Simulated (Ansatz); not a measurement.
CaO: from a starting cell to a relaxed one

The start is a relaxed CaO cell with every coordinate shifted by Gaussian noise of σ = 0.1 Å. A full variable-cell relaxation at zero pressure is run with PBEsol (plane waves to 420 eV, PAW, scalar-relativistic; Ansatz, a first-principles code). The first steps use a coarse 8×8×8 k-mesh.

The start:
```
CaO
1.0
    0.00000     2.38344     2.38344
    2.38344     0.00000     2.38344
    2.38344     2.38344     0.00000
O Ca
1 1
Direct
  0.00308   0.98206   0.98957
  0.48996   0.50715   0.50766
```

Q: Is the parent structure recovered?

A: It relaxes back to the parent, Fm-3m (No. 225).

Q: Is the relaxed structure metallic? Give its gap.

A: 3.54 eV, indirect (valence top at Γ, conduction bottom at X) (no spin-orbit coupling).

Final structure:

Space group Fm-3m (No. 225); a = b = c = 4.767 Å, α = β = γ = 90.00°

```csv
atom,site,symmetry,x,y,z
O,4a,m-3m,0.0000,0.0000,0.0000
Ca,4b,m-3m,0.5000,0.5000,0.5000
```
(The calculation used a cell of 2 atoms; values per cell refer to that cell.)

Final values are on a 12×12×12 k-mesh of the relaxed cell. No spin polarisation in the result.
